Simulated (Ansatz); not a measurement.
## YIn: moving Y off its site

YIn, Pm-3m, a = 3.810 Å (as given, not relaxed at this level: -4.4 GPa). The structure is a COD entry; whether it is the stable form wasn't checked. Ansatz: PBEsol, PAW, 420 eV, Γ-centred 12×12×12 mesh on 2 atoms, Gaussian smearing 0.15 eV; no spin polarisation.

```xyz
2
Lattice="3.8100 0.0000 0.0000 0.0000 3.8100 0.0000 0.0000 0.0000 3.8100" Properties=species:S:1:pos:R:3 pbc="T T T"
Y     1.9050    1.9050    1.9050
In    0.0000    0.0000    0.0000
```

Atom 1 (Y) moves by x along the unit vector (0.000, 0.000, 1.000), with its periodic images; all else is held. y is the free energy of the cell over the start, F the force along the path summed over the moved atoms. Symmetry makes y even in x.

| x (Å) | y (meV) | F (eV/Å) |
| --- | --- | --- |
| -0.5000 | ? | ? |
| -0.2500 | 74.4 | 0.61 |
| 0.0000 | 0.0 | 0.00 |
| 0.0625 | 4.6 | -0.15 |
| 0.1250 | 18.3 | -0.29 |
| 0.1875 | 41.5 | -0.45 |
| 0.3125 | 117.3 | -0.77 |
| 0.3750 | 170.6 | -0.94 |
| 0.4375 | 234.3 | -1.10 |

**Question.** Fit y = c2 x² + c4 x⁴ to the energies of the other rows, give the force constant, and predict energy and force of the missing row.

**Answer.** Least squares on the rows shown. y = 1175.8 x² + 255.45 x⁴. The force constant is 2 c2 = 2.35 eV/Å², for the cell as given, at -4.4 GPa (for all images moving together, not for a lone atom). With two atoms in a cubic cell this is the optical mode at Γ (in a metal it hangs on mesh and smearing): ω = 521.5 √(2 c2/μ) = 113 cm⁻¹ for μ = 50.11 u. The force −dy/dx at the missing row is 1.30 eV/Å (computed 1.27). At x = -0.5000 the fit asked for gives 309.9 meV. The run gave 308.6 meV, so the fit is 1.3 meV too high, a small miss on the scale of the series.